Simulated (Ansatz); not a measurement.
Structure search: one Na₄Pd candidate

Level of theory: Ansatz, DFT PBE, scalar-relativistic, plane waves, PAW. Cutoff 420 eV, Gaussian smearing, Γ-centred meshes. Cell and atoms relax first on a coarse mesh and then on a finer one. In between, the cell is made exact in the group found at 0.06 Å. In metals the finer mesh still leaves noise of several meV/atom or more. The steps can't lower the symmetry of their start. No spin polarisation in the relaxation; trial moments died out in a coarse test.

The cell of Na₄Pd is invented: random cell by space group and Wyckoff sites (Pm-3m, No. 221). The dimensions are guesses.

```cif
data_structure
_symmetry_space_group_name_H-M 'Pm-3m'
_symmetry_Int_Tables_number 221
_cell_length_a 4.7581
_cell_length_b 4.7581
_cell_length_c 4.7581
_cell_angle_alpha 90.000
_cell_angle_beta 90.000
_cell_angle_gamma 90.000
_cell_volume 107.72
loop_
_atom_site_label
_atom_site_type_symbol
_atom_site_symmetry_multiplicity
_atom_site_Wyckoff_symbol
_atom_site_fract_x
_atom_site_fract_y
_atom_site_fract_z
_atom_site_occupancy
Na1 Na 3 d 0.50000 0.00000 0.00000 1
Na2 Na 1 b 0.50000 0.50000 0.50000 1
Pd1 Pd 1 a 0.00000 0.00000 0.00000 1
```

Energies over the elements count from the elements' standard structures at the same level, with no fitted energy shifts.

Problem. Describe the relaxed structure.

Solution. The symmetry stays Pm-3m (No. 221). The volume per atom grows by 60.0 %, from 21.5 to 34.5 Å³. The shortest distance goes from 2.38 Å (Na–Pd) to 2.78 Å (Na–Pd). The energy falls by about 0.42 eV/atom (the start's value is from the coarse mesh). Conventional cell: a = 5.565 Å. Around Na on a site of symmetry 4/mmm lie 2 Pd at 2.78 Å and 12 Na at 3.93 Å; around Na on a site of symmetry m-3m lie 12 Na at 3.93 Å; around Pd lie 6 Na at 2.78 Å.

```cif
data_structure
_symmetry_space_group_name_H-M 'P 1'
_symmetry_Int_Tables_number 1
_cell_length_a 5.5648
_cell_length_b 5.5648
_cell_length_c 5.5648
_cell_angle_alpha 90.000
_cell_angle_beta 90.000
_cell_angle_gamma 90.000
_cell_volume 172.33
loop_
_atom_site_label
_atom_site_type_symbol
_atom_site_fract_x
_atom_site_fract_y
_atom_site_fract_z
_atom_site_occupancy
Na1 Na 0.50000 0.00000 0.00000 1
Na2 Na 0.00000 0.50000 0.00000 1
Na3 Na 0.00000 0.00000 0.50000 1
Na4 Na 0.50000 0.50000 0.50000 1
Pd1 Pd 0.00000 0.00000 0.00000 1
```

Problem. Give its energy and gap.

Solution. The energy over the elements is +0.06 eV/atom and the gap on the 8×8×8 mesh of the 5-atom cell is 0 eV (a metal).

It can't be a ground state, since the elements alone are lower.

The last run used Gaussian smearing of 0.10 eV. Symmetry constrained the relaxation, so the result can be a saddle point. In all, the 3 runs took 79 s on 1 thread of Arm Neoverse N1 (shared host).
